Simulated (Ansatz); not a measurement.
Input for Ansatz (plane-wave DFT, PAW):

```yaml
crystal:
  lattice:
    - [0.0, 3.6343677541, 3.6343677541]
    - [3.6343677541, 0.0, 3.6343677541]
    - [3.6343677541, 3.6343677541, 0.0]
  atoms:
    - { symbol: Ti, position: [0.625, 0.625, 0.625], spin: 0.41 }
    - { symbol: Ti, position: [0.125, 0.625, 0.625], spin: 0.41 }
    - { symbol: Ti, position: [0.625, 0.625, 0.125], spin: 0.41 }
    - { symbol: Ti, position: [0.625, 0.125, 0.625], spin: 0.41 }
    - { symbol: Co, position: [0.0, 0.0, 0.0], spin: 1.94 }
    - { symbol: Co, position: [0.25, 0.25, 0.25], spin: 1.94 }
basis:
  ecutwfc: 500
kpoints:
  mp_grid: { grid: [10, 10, 10] }
hamiltonian:
  xc: r2scan
scf:
  occupations: { method: gaussian, width: 0.1 }
output:
  forces: true
  stress: true
  eigenvalues: true
  populations: true
  write_density: true
  write_potential: true
  elf: true
  volumetric_format: npy
magnetization:
  spin_polarized: true
```

Run as
```bash
ansatz run input.yaml --threads 2 --pin off --max-ram 5120MiB --backend cpu --events-out ev --progress --plain --runs-dir out
```

Method: Ansatz 0.2.0, DFT r2SCAN, scalar-relativistic, plane waves, PAW.

From the run's log, abridged:

```
Pseudopotentials: kind: paw
Pseudopotential: Ti, paw, valence charge 12, recommended cutoff 500 eV (meta_gga)
Pseudopotential: Co, paw, valence charge 17, recommended cutoff 500 eV (meta_gga)
Functional definition: r2SCAN
Crystal: 6 atoms, lattice volume = 96.010 Å³
Basis set: ecut = 500 eV, 2421 PW (Γ), exchange–correlation on 160×160×160 points (64 copies of the dense FFT grid, shifted against one another)
Bands: 53, of which v1, the nominal top of the filled ones, is band 41 counted from 1 (40 counted from 0)
Symmetry: 48 space group operations
Space group: Fd-3m (ITA 227), of the structure as read, at distance tolerance 4.6e-5 Å
Magnetic group: BNS 227.128 (UNI 1630), of the structure as read, at distance tolerance 4.6e-5 Å
k-points: 47 of 1000
Initial density: superposition of atomic densities (chi_scale 0.1, normalization cell)
Starting moments: Σ|m| = 5.52 μB on 6 of 6 sites
Initial wavefunctions: pseudopotential atomic-orbital guess
Functional: x = r2scan, c = r2scan; τ floored in thin density (d = 2e-4 eV/Å³)
SCF iter   1: F=—  HF=-20275.899035 eV  |F-HF|=—  |Δ(HF+E_count)|=         —  Δρ=4.17e-2 (↑3.01e-2 ↓4.17e-2) dr2=3.53e0  dr2_τ=4.92e-2  dr2_m=3.21e-1  M=4.774 μB ∫|m|=5.305 μB  β_m=1.00  ethr=3.10e-3  ⟨swp⟩=4.5  Hψ=15288  notcnv=0
Mixer restart at iter 1: flushing history
spin=Collinear: Kerker preconditioning applied to the charge; magnetization (m = ρ↑ − ρ↓) channel mixes plain (no charge-response kernel on spin).
SCF iter   2: F=—  HF=-20275.971623 eV  |F-HF|=—  |Δ(HF+E_count)|=   7.26e-2  Δρ=1.86e-2 (↑1.70e-2 ↓1.86e-2) dr2=1.18e0  dr2_τ=1.10e-2  dr2_m=3.32e-2  M=4.783 μB ∫|m|=5.812 μB  β_m=1.00  ethr=3.10e-3  ⟨swp⟩=2.0  Hψ=7917  notcnv=0  defer=419  κ⁻¹=1.0e0(r=1)
SCF iter   3: F=—  HF=-20276.758403 eV  |F-HF|=—  |Δ(HF+E_count)|=   7.87e-1  Δρ=1.18e-2 (↑1.01e-2 ↓1.18e-2) dr2=5.05e-1  dr2_τ=3.68e-3  dr2_m=4.05e-3  M=4.887 μB ∫|m|=6.211 μB  β_m=1.00  ethr=1.44e-3  ⟨swp⟩=2.3  Hψ=6901  notcnv=0  defer=419  κ⁻¹=8.0e-2(r=2)
SCF iter   4: F=—  HF=-20277.431762 eV  |F-HF|=—  |Δ(HF+E_count)|=   6.73e-1  Δρ=7.20e-3 (↑4.69e-3 ↓7.20e-3) dr2=1.31e-1  dr2_τ=1.17e-3  dr2_m=2.55e-3  M=4.970 μB ∫|m|=6.452 μB  β_m=1.00  ethr=6.16e-4  ⟨swp⟩=2.8  Hψ=8424  notcnv=0  defer=427  κ⁻¹=1.3e-2(r=3)
SCF iter   5: F=—  HF=-20277.541990 eV  |F-HF|=—  |Δ(HF+E_count)|=         —  Δρ=4.39e-3 (↑3.10e-3 ↓4.39e-3) dr2=3.33e-2  dr2_τ=4.25e-4  dr2_m=3.43e-3  M=5.031 μB ∫|m|=6.380 μB  β_m=1.00  ethr=1.60e-4  ⟨swp⟩=2.1  Hψ=7646  notcnv=0  defer=445
Mixer restart at iter 5: flushing history
SCF iter   6: F=—  HF=-20277.543598 eV  |F-HF|=—  |Δ(HF+E_count)|=   1.61e-3  Δρ=3.06e-3 (↑2.16e-3 ↓3.06e-3) dr2=1.91e-2  dr2_τ=2.31e-4  dr2_m=8.04e-4  M=5.053 μB ∫|m|=6.392 μB  β_m=1.00  ethr=4.06e-5  ⟨swp⟩=1.1  Hψ=4997  notcnv=0  defer=445  κ⁻¹=1.0e0(r=1)
SCF iter   7: F=—  HF=-20277.547805 eV  |F-HF|=—  |Δ(HF+E_count)|=   4.21e-3  Δρ=1.12e-3 (↑1.12e-3 ↓1.06e-3) dr2=2.79e-3  dr2_τ=3.07e-5  dr2_m=1.24e-4  M=5.070 μB ∫|m|=6.397 μB  β_m=1.00  ethr=2.33e-5  ⟨swp⟩=2.0  Hψ=6379  notcnv=0  defer=445  κ⁻¹=2.2e-2(r=2)
SCF iter   8: F=—  HF=-20277.550165 eV  |F-HF|=—  |Δ(HF+E_count)|=   2.36e-3  Δρ=6.96e-4 (↑6.60e-4 ↓6.96e-4) dr2=6.79e-4  dr2_τ=2.47e-5  dr2_m=1.27e-5  M=5.045 μB ∫|m|=6.375 μB  β_m=1.00  ethr=3.40e-6  ⟨swp⟩=2.0  Hψ=6817  notcnv=0  defer=445  κ⁻¹=6.4e-3(r=3)
SCF iter   9: F=—  HF=-20277.550705 eV  |F-HF|=—  |Δ(HF+E_count)|=   5.40e-4  Δρ=5.55e-4 (↑4.20e-4 ↓5.55e-4) dr2=3.87e-4  dr2_τ=9.51e-6  dr2_m=6.01e-6  M=5.037 μB ∫|m|=6.368 μB  β_m=1.00  ethr=8.28e-7  ⟨swp⟩=2.0  Hψ=7740  notcnv=0  defer=445  κ⁻¹=4.0e-3(r=4)
SCF iter  10: F=—  HF=-20277.550922 eV  |F-HF|=—  |Δ(HF+E_count)|=   2.17e-4  Δρ=3.77e-4 (↑3.00e-4 ↓3.77e-4) dr2=2.36e-4  dr2_τ=4.44e-6  dr2_m=2.25e-6  M=5.041 μB ∫|m|=6.371 μB  β_m=1.00  ethr=4.72e-7  ⟨swp⟩=1.9  Hψ=5372  notcnv=0  defer=445  κ⁻¹=1.2e-3(r=5)
SCF iter  11: F=—  HF=-20277.551151 eV  |F-HF|=—  |Δ(HF+E_count)|=   2.29e-4  Δρ=1.28e-4 (↑1.03e-4 ↓1.28e-4) dr2=4.46e-5  dr2_τ=3.82e-7  dr2_m=2.51e-6  M=5.053 μB ∫|m|=6.378 μB  β_m=1.00  ethr=2.88e-7  ⟨swp⟩=2.0  Hψ=8855  notcnv=0  defer=445  κ⁻¹=5.9e-5(r=6)
SCF iter  12: F=—  HF=-20277.551140 eV  |F-HF|=—  |Δ(HF+E_count)|=   1.07e-5  Δρ=1.28e-4 (↑8.40e-5 ↓1.28e-4) dr2=1.71e-5  dr2_τ=2.46e-7  dr2_m=2.16e-6  M=5.052 μB ∫|m|=6.377 μB  β_m=1.00  ethr=5.44e-8  ⟨swp⟩=2.0  Hψ=6599  notcnv=0  defer=445  κ⁻¹=5.2e-5(r=7)
SCF iter  13: F=—  HF=-20277.551162 eV  |F-HF|=—  |Δ(HF+E_count)|=   2.15e-5  Δρ=4.10e-5 (↑2.83e-5 ↓4.10e-5) dr2=1.52e-6  dr2_τ=7.79e-8  dr2_m=2.45e-7  M=5.044 μB ∫|m|=6.371 μB  β_m=1.00  ethr=2.09e-8  ⟨swp⟩=2.1  Hψ=7890  notcnv=0  defer=445  κ⁻¹=1.5e-5(r=8)
SCF iter  14: F=—  HF=-20277.551163 eV  |F-HF|=—  |Δ(HF+E_count)|=   9.55e-7  Δρ=2.28e-5 (↑2.03e-5 ↓2.28e-5) dr2=7.59e-7  dr2_τ=1.75e-8  dr2_m=8.55e-8  M=5.045 μB ∫|m|=6.371 μB  β_m=1.00  ethr=1.85e-9  ⟨swp⟩=2.1  Hψ=8249  notcnv=0  defer=445  κ⁻¹=1.1e-5(r=8)
SCF iter  15: F=—  HF=-20277.551164 eV  |F-HF|=—  |Δ(HF+E_count)|=   1.57e-6  Δρ=2.42e-5 (↑1.18e-5 ↓2.42e-5) dr2=9.07e-7  dr2_τ=3.39e-9  dr2_m=4.21e-8  M=5.047 μB ∫|m|=6.373 μB  β_m=1.00  ethr=9.25e-10  ⟨swp⟩=2.4  Hψ=8543  notcnv=0  defer=445  κ⁻¹=9.9e-6(r=8)
SCF iter  16: F=—  HF=-20277.551164 eV  |F-HF|=—  |Δ(HF+E_count)|=   5.26e-8  Δρ=5.34e-6 (↑3.46e-6 ↓5.34e-6) dr2=5.19e-8  dr2_τ=3.60e-10  dr2_m=4.46e-9  M=5.047 μB ∫|m|=6.373 μB  β_m=1.00  ethr=9.25e-10  ⟨swp⟩=2.0  Hψ=6579  notcnv=0  defer=445  κ⁻¹=3.3e-5(r=8)
SCF iter  17: F=—  HF=-20277.551164 eV  |F-HF|=—  |Δ(HF+E_count)|=   3.31e-8  Δρ=6.10e-6 (↑2.37e-6 ↓6.10e-6) dr2=4.89e-8  dr2_τ=3.98e-10  dr2_m=5.59e-9  M=5.047 μB ∫|m|=6.372 μB  β_m=1.00  ethr=6.33e-11  ⟨swp⟩=2.0  Hψ=7746  notcnv=0  defer=445  κ⁻¹=1.1e-5(r=8)
SCF iter  18: F=—  HF=-20277.551164 eV  |F-HF|=—  |Δ(HF+E_count)|=   4.78e-8  Δρ=7.76e-6 (↑2.89e-6 ↓7.76e-6) dr2=1.06e-7  dr2_τ=4.29e-10  dr2_m=6.70e-9  M=5.047 μB ∫|m|=6.372 μB  β_m=1.00  ethr=5.96e-11  ⟨swp⟩=2.5  Hψ=7950  notcnv=0  defer=445  κ⁻¹=5.6e-6(r=8)
SCF iter  19: F=—  HF=-20277.551164 eV  |F-HF|=—  |Δ(HF+E_count)|=   1.06e-8  Δρ=8.03e-6 (↑2.99e-6 ↓8.03e-6) dr2=1.01e-7  dr2_τ=4.74e-10  dr2_m=7.96e-9  M=5.047 μB ∫|m|=6.372 μB  β_m=1.00  ethr=5.96e-11  ⟨swp⟩=2.0  Hψ=6577  notcnv=0  defer=445  κ⁻¹=2.7e-6(r=8)
SCF iter  20: F=-20277.551164 eV  HF=-20277.551164 eV  |F-HF|=8.14e-9  |Δ(HF+E_count)|=   6.90e-9  Δρ=3.22e-6 (↑1.48e-6 ↓3.22e-6) dr2=1.60e-8  dr2_τ=1.13e-10  dr2_m=1.13e-9  M=5.047 μB ∫|m|=6.372 μB  ethr=5.96e-11  ⟨swp⟩=12.5  Hψ=27156  notcnv=0
SCF 1 converged in 20 iterations: F = -20277.551164 eV  dr2 = 1.60e-8
this state was not tested for a lower state beside it, because the mixer in use, unlike msr1, does not test its closes by its own steps (another_mixer; see scf.mixing.algorithm and scf.lower_state_search)
SCF converged after 20 iterations
Magnetization: 5.0467 μB (43.5234 up, 38.4766 down)
Absolute magnetization: 6.3957 μB (∫|ρ↑−ρ↓|, with the PAW one-centre terms)
Spin contamination: 0.6964 ħ² per cell (⟨S²⟩ above its minimum at these occupations)
Per-site moments (μB) at R_I (Å): [(0.38779641, 1.06007800), (0.38779641, 1.06007800), (0.38779641, 1.06007800), (0.38779641, 1.06007800), (1.85830835, 1.24305165), (1.85830835, 1.24305165)]
Free energy (F): -20277.551164 eV
Harris-Foulkes:  -20277.551164 eV  (|F-HF|=8.14e-9)
Internal energy: -20277.524621 eV  (E = F + TS)
E sigma→0 (E₀):  -20277.537893 eV
Entropy (-TS):   -0.026543 eV (-4.424 meV/atom)
Fermi energy:    13.369881 eV
--- Per-component energies (eV) ---
  E_band       = -1370.380099
  E_kinetic    = 1995.890007
  E_local      = -10079.065766  (includes V_loc(G=0)·N_el)
  E_nonlocal   = 950.089113
  E_hartree    = 4211.526676
  E_xc         = -683.097750
  E_vxc        = -986.292490  (∫ρ·V_xc dr)
  E_paw        = -7278.357231  (= ΣΔE_a)
  E_vpaw       = -1740.338056  (= ΣTr[D̂ρ^β])
  E_aug_tail   = 0.000433  (compensation charges beyond the density's cutoff)
  E_vtau       = 66.273023  (kinetic-family band-sum trace: ∫τ·v_τ [+ j·A + Jᵃ·Aᵃ] dr)
  E_ewald      = -9392.905862
  E_core_change = -1.604241  (= ΣΔE_core)
  E_smearing   = -0.026543  (= −TS)
--- Forces (eV/Å), atoms counted from 1 ---
  atom   1  Ti     0.00000000     0.00000000     0.00000000
  atom   2  Ti     0.00000000     0.00000000     0.00000000
  atom   3  Ti     0.00000000     0.00000000     0.00000000
  atom   4  Ti     0.00000000     0.00000000     0.00000000
  atom   5  Co     0.00000000     0.00000000     0.00000000
  atom   6  Co     0.00000000     0.00000000     0.00000000
--- Stress (GPa, compression-positive) ---
       -5.237650       0.000000       0.000000
        0.000000      -5.237650       0.000000
        0.000000       0.000000      -5.237650
  P = ⅓ Tr σ = -5.2377 GPa (-52.377 kbar)
--- Band table (eV; the first three rows and the last of 94) ---
  k-point 0 ↑: bands = ["-86.5607", "-86.5597", "-48.3477", "-48.3477", "-48.3477", "-48.3421", "-48.3421", "-48.3421", "-45.7486", "-45.4069", "-45.4069", "-45.4069", "-22.0508", "-21.2104", "-21.2104", "-21.2104", "-20.9496", "-20.9496", "-20.3521", "-20.3521", "-20.3521", "-20.2138", "-20.2138", "-20.2138", "6.7896", "9.5483", "10.0328", "10.0328", "10.0328", "10.6201", "10.6201", "10.6201", "10.7446", "10.7446", "11.2646", "11.2646", "11.4178", "11.4178", "11.4178", "12.2943", "12.2943", "12.2943", "12.6326", "12.6326", "16.0182", "16.4415", "16.4415", "16.4415", "16.5914", "16.5914", "16.5914", "16.8563", "16.8563"]
  k-point 1 ↑: bands = ["-86.5607", "-86.5597", "-48.3477", "-48.3477", "-48.3477", "-48.3422", "-48.3421", "-48.3421", "-45.7425", "-45.4134", "-45.4070", "-45.4070", "-22.0245", "-21.2042", "-21.1983", "-21.1983", "-20.9439", "-20.9439", "-20.3665", "-20.3665", "-20.3521", "-20.2517", "-20.2189", "-20.2189", "6.8940", "9.6123", "10.0451", "10.0451", "10.0559", "10.5368", "10.5988", "10.5988", "10.7479", "10.7479", "11.2658", "11.2658", "11.4521", "11.5024", "11.5024", "12.2199", "12.3392", "12.3392", "12.6573", "12.6573", "15.8646", "15.9799", "16.0203", "16.0203", "16.5586", "16.5586", "16.5801", "16.8492", "16.8492"]
  k-point 2 ↑: bands = ["-86.5606", "-86.5598", "-48.3478", "-48.3478", "-48.3475", "-48.3423", "-48.3420", "-48.3420", "-45.7253", "-45.4315", "-45.4070", "-45.4070", "-21.9523", "-21.1824", "-21.1672", "-21.1672", "-20.9236", "-20.9236", "-20.4126", "-20.4126", "-20.3594", "-20.3520", "-20.2288", "-20.2288", "7.1999", "9.7400", "10.0816", "10.0816", "10.1040", "10.4171", "10.5459", "10.5459", "10.7604", "10.7604", "11.2612", "11.2612", "11.4764", "11.7268", "11.7268", "12.0363", "12.4453", "12.4453", "12.7725", "12.7725", "15.1051", "15.4190", "15.4190", "15.4803", "16.3856", "16.3856", "16.5508", "16.8206", "16.8206"]
  k-point 46 ↓: bands = ["-83.6072", "-83.6072", "-45.4437", "-45.4437", "-45.4382", "-45.4382", "-45.4334", "-45.4334", "-45.0884", "-45.0884", "-44.9234", "-44.9234", "-20.7505", "-20.7505", "-20.5098", "-20.5098", "-20.2983", "-20.2983", "-20.2800", "-20.2800", "-20.0712", "-20.0712", "-19.7636", "-19.7636", "9.5701", "9.5701", "10.5838", "10.5838", "11.9491", "11.9491", "12.0681", "12.0681", "12.5745", "12.5745", "12.6485", "12.6485", "12.7975", "12.7975", "13.6957", "13.6957", "13.7851", "13.7851", "14.6601", "14.6601", "14.9756", "14.9756", "15.1719", "15.1719", "15.8634", "15.8634", "15.9749", "15.9749", "16.7885"]
--- Löwdin populations: 6 sites ---
  site symbol q [e]    m [muB]
     0     Ti     11.9407     0.4044
     1     Ti     11.9407     0.4044
     2     Ti     11.9407     0.4044
     3     Ti     11.9407     0.4044
     4     Co     16.5930     1.8588
     5     Co     16.5930     1.8588
  spilling = 0.012820 (of n_electrons = 82.000000)
```

The calculation finished and met its thresholds.

Time: 69 s on 2 threads of Arm Neoverse V2 (shared host), peak memory 0.96 GiB.

The state reached may not be the lowest one.